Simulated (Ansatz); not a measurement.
Trial structure of TePb₄Se₃, not yet relaxed:

```cif
data_structure
_symmetry_space_group_name_H-M 'P4/mmm'
_symmetry_Int_Tables_number 123
_cell_length_a 4.4143
_cell_length_b 4.4143
_cell_length_c 12.4857
_cell_angle_alpha 90.000
_cell_angle_beta 90.000
_cell_angle_gamma 90.000
_cell_volume 243.30
loop_
_atom_site_label
_atom_site_type_symbol
_atom_site_symmetry_multiplicity
_atom_site_Wyckoff_symbol
_atom_site_fract_x
_atom_site_fract_y
_atom_site_fract_z
_atom_site_occupancy
Te1 Te 1 c 0.50000 0.50000 0.00000 1
Pb1 Pb 1 a 0.00000 0.00000 0.00000 1
Pb2 Pb 2 h 0.50000 0.50000 0.25000 1
Pb3 Pb 1 b 0.00000 0.00000 0.50000 1
Se1 Se 2 g 0.00000 0.00000 0.25000 1
Se2 Se 1 d 0.50000 0.50000 0.50000 1
```

Level of theory: DFT PBE, scalar-relativistic, plane waves, PAW in Ansatz. Cutoff 420 eV; k points 4×4×2 on the computed 8-atom cell (Γ-centred); Gaussian smearing, width 0.10 eV; no spin polarisation.

The zero of energy is the elements' standard structures at the same level; no fitted shifts are applied.

Problem. Estimate its pressure, forces and energy as it stands.

Solution. The pressure is 1.7 GPa (the mean over three directions, positive in compression), the largest force is 0.45 eV/Å, and the energy is −0.49 eV/atom against the elements. The shortest distance is 3.12 Å.

Problem. How much does it gain on relaxing, and where does it end?

Solution. Relaxing gains under 0.03 eV/atom in 8 ionic steps and ends at −0.506 eV/atom on the finer mesh. The symmetry stays P4/mmm (No. 123). The volume per atom grows by 3.5 %, from 30.4 to 31.5 Å³. The shortest distance goes from 3.12 Å (Pb–Se and Te–Pb) to 3.06 Å (Pb–Se). Conventional cell: a = 4.469 Å, c = 12.610 Å. Te has 6 Pb at 3.16–3.25 Å; Pb on a site of symmetry 4/mmm has 4 Te at 3.16 Å and 2 Se at 3.18 Å; Se on a site of symmetry 4mm is surrounded by 6 Pb at 3.12–3.18 Å; 3 more sites not described.

The last run used an 8×8×4 mesh (in the run's order of axes) for its 8-atom cell and Gaussian smearing of 0.01 eV. Spin–orbit coupling, which can matter for Pb and Te, is left out. The reference forms of Se and Te are held partly by dispersion forces, which this level lacks. The relaxation can't lower the symmetry of the start. Symmetry constrained the relaxation, so the result can be a saddle point.
